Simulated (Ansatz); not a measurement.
# Ge: how the free axis answers a strain

Ge, P6_3/mmc, a = 3.996 Å, c = 6.603 Å. This isn't the element's structure at ambient conditions. Ansatz: r2SCAN, PAW, 500 eV, Γ-centred 12×12×6 mesh on 4 atoms, Gaussian smearing 0.01 eV; no spin polarisation. Series: biaxial strain in the a-b plane, c and atoms relaxed; x is the strain in per cent. y is the change of c in per cent of 6.603 Å.

```
x (%) y (%)
 -4.5   1.29
 -3.0   0.80
 -1.5   0.37
  0.0   0.00
  1.5  -0.36
  3.0      ?
  4.5  -0.93
```

Task: Fit y = c1 x + c2 x² to the other rows, say what c1 measures, and predict the missing y.

Result: Least squares on the rows shown. y = −0.2454 x + 0.008655 x². With no stress along c, c1 = −2C13/C33 = -0.245. At x = 3.0 the fit asked for gives -0.66 %. The run gave -0.67 %, so the fit is 0.01 % too high, within the rms miss on the fitted rows (0.01 %).

Where the gap has closed, the smearing of 0.02 eV or less is narrow for a metal on this mesh.